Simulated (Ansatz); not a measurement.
Nb$_{2}$SiB$_{2}$:
Space group P-6m2 (No. 187); a = 3.1593 Å, b = 3.1593 Å, c = 6.9716 Å, α = 90.00°, β = 90.00°, γ = 120.00°

| atom | site | symmetry | x | y | z |
|---|---|---|---|---|---|
| Nb | 2h | 3m. | 0.3333 | 0.6667 | 0.2728 |
| Si | 1a | -6m2 | 0.0000 | 0.0000 | 0.0000 |
| B | 1b | -6m2 | 0.0000 | 0.0000 | 0.5000 |
| B | 1f | -6m2 | 0.6667 | 0.3333 | 0.5000 |

Relaxed at zero pressure with the program Ansatz at the r²SCAN level (PAW).

**Question.** The volume is lowered by 9 % and shape and atoms relax at that volume. What pressure results, and how do the axes share the change?

**Answer.** 26.5 GPa; a -3.3 %, b -3.3 %, c -2.7 %; the energy rises by 83 meV/atom.

**Question.** Give the new structure.

**Answer.** 
Space group P-6m2 (No. 187); a = b = 3.056 Å, c = 6.780 Å, α = β = 90.00°, γ = 120.00°

```csv
atom,site,symmetry,x,y,z
Nb,2h,3m.,0.3333,0.6667,0.2705
Si,1a,-6m2,0.0000,0.0000,0.0000
B,1b,-6m2,0.0000,0.0000,0.5000
B,1f,-6m2,0.6667,0.3333,0.5000
```

The phase is kept; no other phase was compared at this pressure.

The start of the workflow was typed in or built on a structure type; neither database checked (COD, Materials Project) lists it. Its standing as an ambient phase is unchecked. The r²SCAN relaxation kept the symmetry of its start; whether a distortion lowers the energy is not shown. No spin polarisation was allowed.

Potentials: the earlier of the program's two PAW sets. The files were generated under PBE; for other functionals the program regenerates the frozen cores, and for LDA and PBEsol the local potential too.
